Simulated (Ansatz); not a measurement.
Property card for Bi2Pd3S2

Bi2Pd3S2:
```yaml
crystal:
  lattice:
    - [-4.14648, 4.14648, 4.14648]
    - [4.14648, -4.14648, 4.14648]
    - [4.14648, 4.14648, -4.14648]
  atoms:
    - { symbol: Bi, position: [0.50000, 0.00000, 0.49426] }
    - { symbol: Bi, position: [0.00574, 0.00574, 0.00574] }
    - { symbol: Bi, position: [0.00000, 0.49426, 0.50000] }
    - { symbol: Bi, position: [0.49426, 0.50000, 0.00000] }
    - { symbol: Pd, position: [0.52772, 0.27772, 0.25000] }
    - { symbol: Pd, position: [0.97228, 0.22228, 0.75000] }
    - { symbol: Pd, position: [0.25000, 0.52772, 0.27772] }
    - { symbol: Pd, position: [0.75000, 0.97228, 0.22228] }
    - { symbol: Pd, position: [0.27772, 0.25000, 0.52772] }
    - { symbol: Pd, position: [0.22228, 0.75000, 0.97228] }
    - { symbol: S, position: [0.50000, 0.00000, 0.94283] }
    - { symbol: S, position: [0.55717, 0.55717, 0.55717] }
    - { symbol: S, position: [0.00000, 0.94283, 0.50000] }
    - { symbol: S, position: [0.94283, 0.50000, 0.00000] }
```

Space group I2_13 (No. 199); conventional cell a = b = c = 8.293 Å, α = β = γ = 90.00°.

Method: PBEsol in the plane-wave PAW code Ansatz. Geometry: relaxed at this level of theory. Other levels are named where they apply.

### Cell and energy

```json
{
  "volume_per_atom": "20.37 Å³",
  "density": "9.33 g/cm³",
  "Formation energy from the elements (no fitted shifts)": "-0.41 eV/atom"
}
```

### Electronic structure

```json
{
 "electronic_character": "metallic (no gap)",
 "Density of states at the Fermi level": "0.23 states/eV per atom (mean over ±0.08 eV)"
}
```

### Mechanics

```json
{
 "Bulk modulus (Birch–Murnaghan fit)": "75.1 GPa",
 "Pressure derivative B′": "5.4",
 "Elastic constants (relaxed ions, GPa)": "C11 = 99.4, C12 = 62.3, C44 = 13.9",
 "mechanical_stability": "stable (all eigenvalues of C positive)",
 "hill_bulk_and_shear_moduli": "74.7 and 15.6 GPa",
 "Young's modulus": "43.8 GPa",
 "Poisson's ratio": "0.40",
 "debye_temperature_from_the_elastic_constants": "160 K"
}
```

The workflow started from a Materials Project entry (that database holds measured and hypothetical structures alike); the Crystallography Open Database copy checked does not list it. Its standing as an ambient phase is unchecked. The PBEsol relaxation kept the symmetry of its start; whether a distortion lowers the energy is not shown. The run is not spin-polarised. As this level gives no gap, shear constants depend on the k-mesh and smearing (Fermi–Dirac, 0.1 eV here). The references are the lowest solids computed at this level, not always the standard phases. Spin–orbit coupling is left out wherever it is not named.

Potentials: the later of the program's two PAW sets.
